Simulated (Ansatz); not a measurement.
Relaxed SiC (wurtzite):

```yaml
crystal:
  lattice:
    - [3.07590, 0.00000, 0.00000]
    - [-1.53795, 2.66381, 0.00000]
    - [0.00000, 0.00000, 5.04769]
  atoms:
    - { symbol: Si, position: [0.66667, 0.33333, 0.00051] }
    - { symbol: Si, position: [0.33333, 0.66667, 0.50051] }
    - { symbol: C, position: [0.66667, 0.33333, 0.62469] }
    - { symbol: C, position: [0.33333, 0.66667, 0.12469] }
```

In this cell atom 2 (Si, nearest neighbour C at 1.883 Å; its periodic images, 3.1 Å or more away, move with it) is moved by s towards the nearest neighbour, unit vector (0.817, -0.471, 0.333); all other atoms and the cell stay fixed.

These are PBEsol (plane waves to 420 eV, PAW, scalar-relativistic; Ansatz, a first-principles code) values and carry that method's errors. k mesh 10×10×5 (Γ-centred), Fermi-Dirac smearing 0.05 eV. Energies are smeared free energies. SiC was relaxed with its symmetry unable to fall. ΔE is measured from the undisplaced structure.

| s (Å) | ΔE (meV/cell) |
|---|---|
| -0.190 | 296 |
| -0.152 | 199 |
| -0.114 | withheld |
| -0.076 | 55 |
| -0.038 | 14 |
| 0.000 | 0 |
| 0.038 | 16 |
| 0.076 | 66 |
| 0.114 | 155 |
| 0.152 | 288 |
| 0.190 | 472 |

Question: Fit a polynomial form (powers 2, 3, 4) to the given rows and predict ΔE at s = -0.114.

Answer: Least squares on the 10 given rows: ΔE = (10380)·s² + (12800)·s³ + (6989)·s⁴, in meV/cell with s in Å; root-mean-square residual 0.3 meV/cell. At -0.114 the fit gives 117 meV/cell; the calculation gives 117 meV/cell, the same to the digits shown. The quadratic term alone would give 135 meV/cell.

(For displaced atoms, the force is minus the slope of the energy, and its curvature is a force constant, which sets phonon frequencies.)
